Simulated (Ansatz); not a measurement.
Here is the system:

Mn3Sn:
```cif
data_Mn12Sn4
_chemical_formula_sum 'Mn12 Sn4'
_space_group_name_H-M_alt 'P 1'
_space_group_IT_number 1
_cell_length_a 4.67133
_cell_length_b 5.74726
_cell_length_c 9.94137
_cell_angle_alpha 90.000
_cell_angle_beta 90.000
_cell_angle_gamma 90.000
loop_
_space_group_symop_operation_xyz
  'x, y, z'
loop_
_atom_site_label
_atom_site_type_symbol
_atom_site_fract_x
_atom_site_fract_y
_atom_site_fract_z
_atom_site_occupancy
Mn1 Mn 0.25000 0.75142 0.91315 1
Mn2 Mn 0.75000 0.50000 0.34964 1
Mn3 Mn 0.25000 0.24858 0.91315 1
Mn4 Mn 0.75000 0.24858 0.08685 1
Mn5 Mn 0.25000 0.50000 0.65036 1
Mn6 Mn 0.75000 0.75142 0.08685 1
Sn1 Sn 0.25000 0.50000 0.16883 1
Sn2 Sn 0.75000 0.50000 0.83117 1
Mn7 Mn 0.25000 0.25142 0.41315 1
Mn8 Mn 0.75000 0.00000 0.84964 1
Mn9 Mn 0.25000 0.74858 0.41315 1
Mn10 Mn 0.75000 0.74858 0.58685 1
Mn11 Mn 0.25000 0.00000 0.15036 1
Mn12 Mn 0.75000 0.25142 0.58685 1
Sn3 Sn 0.25000 0.00000 0.66883 1
Sn4 Sn 0.75000 0.00000 0.33117 1
```
The run is spin-polarised; directions of the spins, atom by atom: ↑ ↑ ↑ ↑ ↑ ↑ 0 0 ↓ ↓ ↓ ↓ ↓ ↓ 0 0.

This is the r²SCAN-relaxed structure.

Question: All from r²SCAN (plane waves, PAW; program Ansatz), unless another level is named. Give the formation energy from the elements (no fitted shifts).

Answer: -0.042 eV/atom.

Question: Predict the density of states at the Fermi level.

Answer: 0.87 states/eV per atom (mean over ±0.08 eV).

Space group Cmcm. The workflow started from an entry of the Crystallography Open Database (COD); the relaxed space group is not among those it files for this formula. COD files the formula under space group No. 194. Whether it is the stable phase at ambient conditions was not checked. Symmetry was held in the r²SCAN relaxation, as lowered by the spin order; its stability against distortions is not shown here. The final state is antiferromagnetic, chosen from 5 collinear starts compared on coarse meshes (ties went to the first, and starts can fall back to one state), not a proven ground state. The program gave a warning on the electronic state, which may not be the lowest. The references are the lowest solids computed at this level, not always the standard phases. The manganese reference at this level is a Cmcm phase, not α-Mn. Spin–orbit coupling is left out wherever it is not named.

Potentials: the earlier of the program's two PAW sets. The files were generated under PBE; for other functionals the program regenerates the frozen cores, and for LDA and PBEsol the local potential too.
